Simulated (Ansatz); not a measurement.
## Notes on GaSb2

```
Sb Ga
1.0
     1.81412    3.14215    0.00000
    -1.81412    3.14215    0.00000
     0.00000   -2.09477   13.01599
Sb Ga
4 2
Direct
  0.29000 0.29000 0.87000
  0.71000 0.71000 0.13000
  0.12300 0.12300 0.36900
  0.87700 0.87700 0.63100
  0.41700 0.41700 0.25100
  0.58300 0.58300 0.74900
```

The numbers come from plane-wave PAW DFT (Ansatz): PBE, no spin polarisation, 420 eV, 9×9×9 Γ-centred k points, fermi-dirac occupations (width 0.1 eV). Nothing was relaxed.

- Formation energy: 0.48 eV an atom against the elements' usual phases (free molecules for gases, crystals otherwise, with no correction for O₂ or N₂), so at this geometry it isn't bound against them. Relaxing would lower it.
- Forces: The largest is on Sb3 (and as large on other atoms): 2.24 eV/Å, components (0.00, 0.00, 2.24). It makes 126° with the line to a nearest neighbour, Ga5 at 2.60 Å.
- Stress: The pressure is 12.7 GPa (compression positive), so with the atoms held at these fractions the cell would first expand; the forces are large, so a full relaxation may end otherwise. The principal stresses 11.1, 13.5, 13.5 GPa differ, so its shape would change too.
- Electronic structure: It is a metal, with about 3.2 states/eV a cell as the mean within 0.25 eV of the Fermi level, mostly Sb p (80 %).
- Charges: Bader charges in e: Ga +0.01, Sb -0.00. In the mean Ga gives up most and Sb takes most.

Origin: a known structure type with other elements, at an estimated volume, so it need not be a known compound. Caveats: atoms or cell far from equilibrium.
